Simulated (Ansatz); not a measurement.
Question: Ru (dhcp (α-La type), P6_3/mmc) is relaxed with the program Ansatz at the r²SCAN level (PAW). What lattice parameters of the conventional cell result?

Answer: a = 2.691 Å, c = 8.639 Å.

The start of the workflow was typed in or built on a structure type. Its sites differ from those of the usual phase in this space group: another stacking or structure type. The cell was relaxed with r²SCAN under the symmetry of its start; whether a distortion lowers the energy is not shown. The run is not spin-polarised. Axis ratios of metals converge slowly with the k-mesh, so a and c are less sure than the volume.

Potentials: the later of the program's two PAW sets.
